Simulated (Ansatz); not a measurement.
The cell below belongs to a search over invented structures; it isn't taken from experiment.

Input and command of a plane-wave DFT calculation in Ansatz:

```yaml
crystal:
  lattice:
    - [5.78541071, 0.0, 0.0]
    - [-2.89270536, 5.01031265, 0.0]
    - [0.0, 0.0, 7.12179986]
  atoms:
    - { symbol: Ta, position: [0.33333333, 0.66666667, 0.5] }
    - { symbol: Ta, position: [0.66666667, 0.33333333, 0.5] }
    - { symbol: Ta, position: [0.33333333, 0.66666667, 0.0] }
    - { symbol: Ta, position: [0.66666667, 0.33333333, 0.0] }
    - { symbol: Ni, position: [0.0, 0.0, 0.5], spin: 2.0 }
    - { symbol: O, position: [0.33333333, 0.66666667, 0.71483612] }
    - { symbol: O, position: [0.33333333, 0.66666667, 0.28516388] }
    - { symbol: O, position: [0.66666667, 0.33333333, 0.28516388] }
    - { symbol: O, position: [0.66666667, 0.33333333, 0.71483612] }
    - { symbol: O, position: [0.3781016, 0.0, 0.7738443] }
    - { symbol: O, position: [0.0, 0.3781016, 0.7738443] }
    - { symbol: O, position: [0.6218984, 0.6218984, 0.7738443] }
    - { symbol: O, position: [0.0, 0.6218984, 0.2261557] }
    - { symbol: O, position: [0.6218984, 0.0, 0.2261557] }
    - { symbol: O, position: [0.3781016, 0.3781016, 0.2261557] }
    - { symbol: O, position: [0.0, 0.0, 0.0] }
basis:
  ecutwfc: 420
kpoints:
  mp_grid: { grid: [3, 3, 2] }
hamiltonian:
  xc: pbe
scf:
  occupations: { method: gaussian, width: 0.15 }
  lower_state_search: "off"
output:
  forces: true
  stress: true
  eigenvalues: true
  populations: true
magnetization:
  spin_polarized: true
relax:
  adjacent_minimum: "off"
  f_tol: 0.08
  max_steps: 16
  cell: { stress_tol: 0.8 }
```

```bash
ansatz run input.yaml --threads 1 --pin off --max-ram 2816MiB --backend cpu --events-out ev --progress --plain --runs-dir out
```

Processor: Intel(R) Xeon(R) Platinum 8375C CPU @ 2.90GHz (Ice Lake), 1 thread, on a host shared with other jobs.

**Question.** Estimate time, memory and problem size.

**Answer.** About 5.3 min, peak memory 0.73 GiB. It solves 85 bands at 6 k points (after reduction by symmetry) with about 4347 plane waves (on the last cell), in 273 SCF iterations over 14 ionic steps.
